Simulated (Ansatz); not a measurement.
## Magnetic orders of Y3V

The calculation used DFT PBE, scalar-relativistic, plane waves, PAW (Ansatz).

```
Y V
1.0
     0.00000    3.81222    3.81222
     3.81222    0.00000    3.81222
     3.81222    3.81222    0.00000
Y V
3 1
Direct
  0.25000 0.25000 0.25000
  0.75000 0.75000 0.75000
  0.50000 0.50000 0.50000
  0.00000 0.00000 0.00000
```

The plane-wave cutoff is 420 eV, the Γ-centred k-mesh is 10×10×10 and the occupation rule is Gaussian smearing, 0.1 eV. The list of starting moments (μB, in atom order) is 0 0 0 2 and the check for lower electronic states after the SCF is off.

Each order was relaxed in cell and atoms. A propagation vector, in units of the reciprocal vectors, doubles the cell, which takes an equally dense mesh. Site moments are spin moments in atom-centred spheres that scale with the neighbour distance. The states are those that the runs reached from these starts; a lower one can exist.

**Question.** Starts tried: no spin; ferromagnetic; antiferromagnetic, doubled cell, propagation vector (0, 1/2, 1/2). Which state comes out lowest, and what are the moments?

**Answer.** The lowest state is ferromagnetic, reached from the start “ferromagnetic”, with site moments (μB) Y +0.09 (×2), Y -0.13, V +2.88.

```json
{"start": "no spin", "ends": "non-magnetic", "energy above lowest (meV/atom)": "195", "site moments (μB)": "none over 0.05", "gap on mesh (eV)": "metal", "volume (Å³/atom)": "26.36"}
{"start": "ferromagnetic", "ends": "ferromagnetic", "energy above lowest (meV/atom)": "0.00", "site moments (μB)": "Y +0.09 (×2), Y -0.13, V +2.88", "gap on mesh (eV)": "metal", "volume (Å³/atom)": "27.70"}
{"start": "antiferromagnetic, doubled cell, propagation vector (0, 1/2, 1/2)", "ends": "antiferromagnetic", "energy above lowest (meV/atom)": "30.4", "site moments (μB)": "Y -0.05, V +2.75, Y +0.05, V -2.75", "gap on mesh (eV)": "metal", "volume (Å³/atom)": "27.60"}
```

Cost: 3 runs of about 13 core-minutes in all, on Intel Xeon Processor @ 2.50GHz (Skylake/Cascade Lake) (shared hosts).